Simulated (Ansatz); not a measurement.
**Ga: 15 steps of 3.0 fs from 300 K**

Theory: DFT, PBEsol, all-electron LAPW, scalar-relativistic in Ansatz 0.2.0.

Command: `ansatz run input.yaml --threads 2 --pin off --max-ram 6144MiB --backend cpu --events-out ev --progress --plain --runs-dir out` The run took 3.8 min on 2 threads of Intel(R) Xeon(R) 6975P-C (Granite Rapids) (shared host), peak memory 0.66 GiB.

```yaml
crystal:
  lattice:
    - [2.2615, -3.8305, 0.0]
    - [2.2615, 3.8305, 0.0]
    - [0.0, 0.0, 4.524]
  atoms:
    - { symbol: Ga, position: [0.8451, 0.1549, 0.081] }
    - { symbol: Ga, position: [0.6549, 0.3451, 0.581] }
    - { symbol: Ga, position: [0.1549, 0.8451, 0.919] }
    - { symbol: Ga, position: [0.3451, 0.6549, 0.419] }
kpoints:
  mp_grid: { grid: [5, 5, 4] }
scf:
  occupations: { method: fermi_dirac, width: 0.08 }
hamiltonian:
  xc: pbesol
  pseudopotentials: { kind: all_electron, lapw: { basis_error: 0.001 } }
output:
  forces: true
  stress: true
md:
  timestep: 3.0
  n_steps: 15
  ensemble: nve
  temperature: 300
  initial_velocities: maxwell_boltzmann
  seed: 854718
```

The cell comes from COD entry 9008085, which wasn't checked; take it as a given geometry.

Each frame lists Cartesian positions (Å) and forces (eV/Å). Free energies count from the first step, -211440.2680 eV.

Step 0 (t = 0.0 fs): E = 0.0 meV, T = 300 K, conserved energy 0.0 meV

```
Ga    2.2615   -2.6438    0.3664     0.000   0.195   0.056
Ga    2.2615   -1.1867    2.6284     0.000  -0.195   0.056
Ga    2.2615    2.6438    4.1576     0.000  -0.195  -0.056
Ga    2.2615    1.1867    1.8956     0.000   0.195  -0.056
```

Step 1 (t = 3.0 fs): E = -1.7 meV, T = 304 K, conserved energy 0.0 meV

```
Ga    2.2604   -2.6350    0.3665    -0.006   0.138   0.055
Ga    2.2679   -1.1946    2.6300    -0.032  -0.151   0.043
Ga    2.2533    2.6463    4.1541     0.033  -0.165  -0.030
Ga    2.2643    1.1834    1.8974     0.005   0.177  -0.067
```

Step 2 (t = 6.0 fs): E = -2.1 meV, T = 305 K, conserved energy 0.0 meV

```
Ga    2.2594   -2.6260    0.3666    -0.014   0.080   0.054
Ga    2.2742   -1.2028    2.6316    -0.064  -0.104   0.028
Ga    2.2452    2.6486    4.1506     0.067  -0.132  -0.004
Ga    2.2672    1.1802    1.8992     0.011   0.156  -0.078
```

Step 3 (t = 9.0 fs): E = -1.3 meV, T = 303 K, conserved energy 0.0 meV

```
Ga    2.2583   -2.6170    0.3668    -0.022   0.021   0.054
Ga    2.2805   -1.2111    2.6332    -0.097  -0.055   0.011
Ga    2.2372    2.6507    4.1470     0.103  -0.099   0.023
Ga    2.2701    1.1773    1.9010     0.016   0.134  -0.088
```

Step 4 (t = 12.0 fs): E = +0.8 meV, T = 298 K, conserved energy 0.0 meV

```
Ga    2.2572   -2.6079    0.3671    -0.031  -0.039   0.054
Ga    2.2866   -1.2194    2.6348    -0.130  -0.006  -0.008
Ga    2.2293    2.6527    4.1435     0.140  -0.065   0.051
Ga    2.2729    1.1746    1.9026     0.021   0.110  -0.097
```

Step 5 (t = 15.0 fs): E = +4.3 meV, T = 289 K, conserved energy 0.0 meV

```
Ga    2.2560   -2.5988    0.3674    -0.041  -0.099   0.055
Ga    2.2926   -1.2277    2.6364    -0.164   0.044  -0.028
Ga    2.2215    2.6546    4.1401     0.179  -0.030   0.079
Ga    2.2759    1.1720    1.9040     0.026   0.086  -0.106
```

Step 6 (t = 18.0 fs): E = +9.2 meV, T = 276 K, conserved energy 0.0 meV

```
Ga    2.2548   -2.5899    0.3678    -0.051  -0.158   0.056
Ga    2.2984   -1.2360    2.6380    -0.197   0.093  -0.050
Ga    2.2140    2.6565    4.1368     0.218   0.003   0.108
Ga    2.2788    1.1694    1.9054     0.030   0.062  -0.114
```

Step 7 (t = 21.0 fs): E = +15.2 meV, T = 261 K, conserved energy 0.0 meV

```
Ga    2.2535   -2.5811    0.3683    -0.061  -0.215   0.058
Ga    2.3039   -1.2442    2.6395    -0.230   0.142  -0.072
Ga    2.2068    2.6583    4.1336     0.257   0.036   0.137
Ga    2.2818    1.1670    1.9066     0.034   0.038  -0.122
```

Step 8 (t = 24.0 fs): E = +22.2 meV, T = 243 K, conserved energy 0.0 meV

```
Ga    2.2522   -2.5727    0.3689    -0.071  -0.270   0.059
Ga    2.3091   -1.2522    2.6410    -0.262   0.189  -0.095
Ga    2.1999    2.6603    4.1306     0.297   0.067   0.164
Ga    2.2848    1.1646    1.9076     0.036   0.015  -0.129
```

Step 9 (t = 27.0 fs): E = +30.0 meV, T = 223 K, conserved energy 0.0 meV

```
Ga    2.2508   -2.5645    0.3695    -0.080  -0.322   0.061
Ga    2.3141   -1.2600    2.6423    -0.291   0.233  -0.117
Ga    2.1933    2.6623    4.1277     0.335   0.096   0.191
Ga    2.2879    1.1623    1.9085     0.037  -0.007  -0.135
```

Step 10 (t = 30.0 fs): E = +38.3 meV, T = 201 K, conserved energy 0.0 meV

```
Ga    2.2492   -2.5568    0.3702    -0.089  -0.370   0.062
Ga    2.3186   -1.2675    2.6434    -0.319   0.275  -0.138
Ga    2.1872    2.6644    4.1252     0.371   0.122   0.216
Ga    2.2910    1.1599    1.9092     0.037  -0.027  -0.140
```

Step 11 (t = 33.0 fs): E = +46.9 meV, T = 179 K, conserved energy +0.1 meV

```
Ga    2.2476   -2.5496    0.3709    -0.096  -0.414   0.061
Ga    2.3228   -1.2746    2.6444    -0.344   0.314  -0.157
Ga    2.1815    2.6667    4.1228     0.404   0.144   0.238
Ga    2.2942    1.1575    1.9098     0.035  -0.044  -0.143
```

Step 12 (t = 36.0 fs): E = +55.4 meV, T = 157 K, conserved energy +0.1 meV

```
Ga    2.2458   -2.5428    0.3718    -0.101  -0.453   0.060
Ga    2.3265   -1.2813    2.6452    -0.365   0.349  -0.173
Ga    2.1763    2.6691    4.1208     0.434   0.163   0.258
Ga    2.2974    1.1550    1.9102     0.031  -0.059  -0.144
```

Step 13 (t = 39.0 fs): E = +63.5 meV, T = 136 K, conserved energy +0.1 meV

```
Ga    2.2439   -2.5366    0.3727    -0.103  -0.487   0.057
Ga    2.3298   -1.2876    2.6458    -0.382   0.380  -0.187
Ga    2.1717    2.6718    4.1191     0.460   0.178   0.274
Ga    2.3006    1.1525    1.9103     0.025  -0.070  -0.144
```

Step 14 (t = 42.0 fs): E = +71.0 meV, T = 117 K, conserved energy +0.1 meV

```
Ga    2.2419   -2.5310    0.3737    -0.104  -0.515   0.052
Ga    2.3326   -1.2935    2.6462    -0.396   0.406  -0.197
Ga    2.1677    2.6747    4.1178     0.482   0.187   0.287
Ga    2.3039    1.1499    1.9104     0.017  -0.079  -0.142
```

Step 15 (t = 45.0 fs): E = +77.6 meV, T = 100 K, conserved energy +0.1 meV

```
Ga    2.2398   -2.5261    0.3748    -0.102  -0.537   0.045
Ga    2.3349   -1.2988    2.6463    -0.404   0.428  -0.203
Ga    2.1642    2.6778    4.1168     0.499   0.192   0.295
Ga    2.3072    1.1471    1.9102     0.007  -0.084  -0.138
```

What is the mean temperature over the last 8 frames?

170 K; so short a run of so small a cell isn't equilibrated.
